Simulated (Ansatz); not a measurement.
**LaBeGe3: reading a single point**

```
CELL_PARAMETERS angstrom
3.05985 5.29980 0.00000
-3.05985 5.29980 0.00000
0.00000 0.00000 5.69095
ATOMIC_POSITIONS crystal
La 0.33330 0.33340 0.75000
La 0.66660 0.66670 0.25000
Be 0.00000 0.00000 0.00000
Be 0.00000 0.00000 0.50000
Ge 0.19335 0.19335 0.25000
Ge 0.80665 0.38670 0.75000
Ge 0.61330 0.19335 0.25000
Ge 0.80665 0.80665 0.75000
Ge 0.19335 0.61330 0.25000
Ge 0.38670 0.80665 0.75000
```

Level: PBE, no spin polarisation; 420 eV; 7×7×6 Γ-centred mesh; gaussian occupations (width 0.171 eV); Ansatz 0.2.0, fixed geometry.

(1) Is it stable against the elements?

(2) Where is the largest force?

(3) What does the stress say?

(4) Is there a gap?

Origin: a known structure type with other elements, at an estimated volume, so it need not be a known compound. Caveats: wide smearing; f levels without a U or exact exchange are poorly placed.

Answers

(1) -0.15 eV an atom against the elements' usual phases (free molecules for gases, crystals otherwise, with no correction for O₂ or N₂), so it is bound against them; other compounds may still compete. Relaxing would lower it.

(2) The largest is on Ge6 (and as large on other atoms): 0.66 eV/Å, components (0.57, -0.33, 0.00). It makes 35° with the line to a nearest neighbour, Be3 at 2.49 Å, pointing towards it.

(3) The pressure is 5.9 GPa (compression positive), so with the atoms held at these fractions the cell would first expand. The principal stresses 5.4, 5.4, 6.8 GPa differ, so its shape would change too.

(4) It is a metal, with about 5.8 states/eV a cell as the mean within 0.25 eV of the Fermi level, mostly Ge p (53 %) and La d (21 %).
